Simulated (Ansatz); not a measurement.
Geometry optimisation in Ansatz: input, command and trajectory.

```yaml
crystal:
  lattice:
    - [4.5454161422, 0.0, 0.0]
    - [0.0, 4.5454161422, 0.0]
    - [0.0, 0.0, 4.5454161422]
  atoms:
    - { symbol: Fe, position: [0.1339575789, 0.1339575789, 0.1339575789] }
    - { symbol: Fe, position: [0.3660424211, 0.8660424211, 0.6339575789] }
    - { symbol: Fe, position: [0.6339575789, 0.3660424211, 0.8660424211] }
    - { symbol: Fe, position: [0.8660424211, 0.6339575789, 0.3660424211] }
    - { symbol: Si, position: [0.8396951917, 0.8396951917, 0.8396951917] }
    - { symbol: Si, position: [0.6603048083, 0.1603048083, 0.3396951917] }
    - { symbol: Si, position: [0.3396951917, 0.6603048083, 0.1603048083] }
    - { symbol: Si, position: [0.1603048083, 0.3396951917, 0.6603048083] }
basis:
  ecutwfc: 420
kpoints:
  mp_grid: { grid: [8, 8, 8] }
hamiltonian:
  xc: pbesol
scf:
  occupations: { method: gaussian, width: 0.01 }
output:
  forces: true
  stress: true
  eigenvalues: true
relax:
  adjacent_minimum: "off"
  f_tol: 0.01
  max_steps: 30
```

```bash
ansatz run input.yaml --threads 2 --pin off --max-ram 5120MiB --backend cpu --events-out ev --progress --plain --runs-dir out
```

These are results of Ansatz, DFT PBEsol, scalar-relativistic, plane waves, PAW, not measurements.

The volume is held at 1.1 times that of the relaxed cell.

Of 4 frames 3 are shown, positions in Å and forces in eV/Å; the SCF threshold varies from step to step. Spin polarisation was left out; whether the Fe atoms would carry moments isn't shown by this run.

```xyz
8
Lattice="4.5454 0.0000 0.0000 0.0000 4.5454 0.0000 0.0000 0.0000 4.5454" Properties=species:S:1:pos:R:3:forces:R:3 pbc="T T T" step=1 free_energy_over_end_meV_per_atom=0.83
Fe    0.6089    0.6089    0.6089   -0.0886   -0.0886   -0.0886
Fe    1.6638    3.9365    2.8816    0.0886    0.0886   -0.0886
Fe    2.8816    1.6638    3.9365   -0.0886    0.0886    0.0886
Fe    3.9365    2.8816    1.6638    0.0886   -0.0886    0.0886
Si    3.8168    3.8168    3.8168   -0.0404   -0.0404   -0.0404
Si    3.0014    0.7287    1.5441    0.0404    0.0404   -0.0404
Si    1.5441    3.0014    0.7287   -0.0404    0.0404    0.0404
Si    0.7287    1.5441    3.0014    0.0404   -0.0404    0.0404
8
Lattice="4.5454 0.0000 0.0000 0.0000 4.5454 0.0000 0.0000 0.0000 4.5454" Properties=species:S:1:pos:R:3:forces:R:3 pbc="T T T" step=2 free_energy_over_end_meV_per_atom=0.38
Fe    0.6055    0.6055    0.6055   -0.0600   -0.0600   -0.0600
Fe    1.6672    3.9399    2.8782    0.0600    0.0600   -0.0600
Fe    2.8782    1.6672    3.9399   -0.0600    0.0600    0.0600
Fe    3.9399    2.8782    1.6672    0.0600   -0.0600    0.0600
Si    3.8154    3.8154    3.8154   -0.0287   -0.0287   -0.0287
Si    3.0027    0.7300    1.5427    0.0287    0.0287   -0.0287
Si    1.5427    3.0027    0.7300   -0.0287    0.0287    0.0287
Si    0.7300    1.5427    3.0027    0.0287   -0.0287    0.0287
8
Lattice="4.5454 0.0000 0.0000 0.0000 4.5454 0.0000 0.0000 0.0000 4.5454" Properties=species:S:1:pos:R:3:forces:R:3 pbc="T T T" step=4 free_energy_over_end_meV_per_atom=0.00
Fe    0.5984    0.5984    0.5984    0.0006    0.0006    0.0006
Fe    1.6743    3.9470    2.8711   -0.0006   -0.0006    0.0006
Fe    2.8711    1.6743    3.9470    0.0006   -0.0006   -0.0006
Fe    3.9470    2.8711    1.6743   -0.0006    0.0006   -0.0006
Si    3.8122    3.8122    3.8122    0.0020    0.0020    0.0020
Si    3.0059    0.7332    1.5395   -0.0020   -0.0020    0.0020
Si    1.5395    3.0059    0.7332    0.0020   -0.0020   -0.0020
Si    0.7332    1.5395    3.0059   -0.0020    0.0020   -0.0020
```

The run took 33 s on 2 threads of Intel(R) Xeon(R) Platinum 8488C (Sapphire Rapids) (shared host), peak memory 0.5 GiB.